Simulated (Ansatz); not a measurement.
**Stress against strain in TiGa3**

```
CELL_PARAMETERS angstrom
-1.89450 1.89450 4.36700
1.89450 -1.89450 4.36700
1.89450 1.89450 -4.36700
ATOMIC_POSITIONS crystal
Ti 0.00000 0.00000 0.00000
Ga 0.50000 0.50000 0.00000
Ga 0.75000 0.25000 0.50000
Ga 0.25000 0.75000 0.50000
```

Atoms are numbered in the order listed.

The cell comes from COD entry 1522707, which wasn't checked; take it as a given geometry.

Spin polarisation is left out, and whether a magnetic state lies lower isn't shown here.

The calculation used Ansatz 0.2.0, DFT, PBEsol, all-electron LAPW, scalar-relativistic.

Numerical set-up: a Γ-centred 14×14×14 k mesh, Fermi–Dirac smearing of 0.05 eV, basis error target 0.5 meV/atom, no spin polarisation.

The strain is applied along the Cartesian axes of the cell as listed (the other components stay zero). Fractional coordinates are held (clamped ions).

σ is the change of stress from the unstrained cell, which is at -3.13 GPa; tension is positive, so slopes are stress–strain coefficients at that pressure. In a metal the k mesh adds noise.

Only quantities that a quadratic follows smoothly over the whole series are listed; rougher ones are left out.

```csv
εzz,σzz (GPa),σxx (GPa)
-0.0200,-4.09,-0.96
-0.0100,-1.98,-0.46
0.0000,0.00,0.00
0.0200,3.58,0.77
```

(1) Fit the series and read off the stiffness at zero strain.

(2) One run, at εzz = 0.0100, is withheld. Predict its row.

Answers

(1) Least-squares fits y = p0 + p1 x + p2 x² to the rows give σzz (GPa): p1 = 192, p2 = -640; σxx (GPa): p1 = 43.3, p2 = -230. So C33 = 192 GPa and C13 = 43 GPa, for these axes.

(2) The fits give 1.85, 0.41; the run gave 1.85, 0.41.
